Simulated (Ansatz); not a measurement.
## Taking Li out of LiMg

Method: DFT r2SCAN, scalar-relativistic, plane waves, PAW in Ansatz.

Plane waves to 500 eV, a k mesh through Γ of 10×10×10 on the computed 2-atom cell and Gaussian smearing (0.10 eV); no spin polarisation for the host; each changed cell takes a mesh and smearing chosen by its own gap and starts from the host's moments or customary ones, or runs without spin. Cells and atoms are relaxed to the nearest stationary point that keeps the symmetry of their start (forces under 0.02 to 0.04 eV/Å, stress under 0.1 to 0.2 GPa); energies are at zero smearing, without zero-point or thermal terms.

Relaxed LiMg (gap on the mesh 0 eV):

```yaml
crystal:
  lattice:
    - [3.42895, 0.00000, 0.00000]
    - [0.00000, 3.42895, 0.00000]
    - [0.00000, 0.00000, 3.42895]
  atoms:
    - { symbol: Li, position: [0.00000, 0.00000, 0.00000] }
    - { symbol: Mg, position: [0.50000, 0.50000, 0.50000] }
```

Cases, by atom numbers of the cell above (or of that cell doubled along its shortest vector, each atom followed by its copy): (1) atom 1 removed; (2) atom 2 removed in the doubled cell.

**Question.** Give for each case the energy to move one Li into Li metal, the mean voltage and the change of the cell.

**Answer.**
| case | formula | energy per Li (eV) | mean voltage against Li (V) | ΔV (%) | principal strains (%) | space group | gap (eV) |
| --- | --- | --- | --- | --- | --- | --- | --- |
| 1 | Mg | 0.57 | 0.57 | -33.4 | -12.7 -12.7 -12.7 | Pm-3m | 0 |
| 2 | LiMg2 | 0.62 | 0.62 | -14.4 | +9.6 -11.6 -11.6 | P4/mmm | 0 |

Step by step, from the lower of at most two arrangements at each filling: 1.00 → 0.50 costs 0.62 eV per Li (0.62 V); 0.50 → 0.00 costs 0.53 eV per Li (0.53 V). Where a step costs less than the one before it, this arrangement lies above the line between its neighbours; others weren't tried.

Emptied cells are the nearest stationary points that keep their symmetry and need not be the stable phases of those compositions. In an alloy the metal atoms rearrange easily as Li leaves, so real voltages are set by the stable phases and can be far lower. Voltages count 1 electron per Li.

In Mg, LiMg2 a bond of the host changes by more than 0.6 Å or the volume by a third: the framework has rearranged or swollen or shrunk strongly, and the figure may no longer describe a topotactic step.

Cost: 3 runs of about 1.6 core-minutes in all, on Arm Neoverse V2 (shared hosts).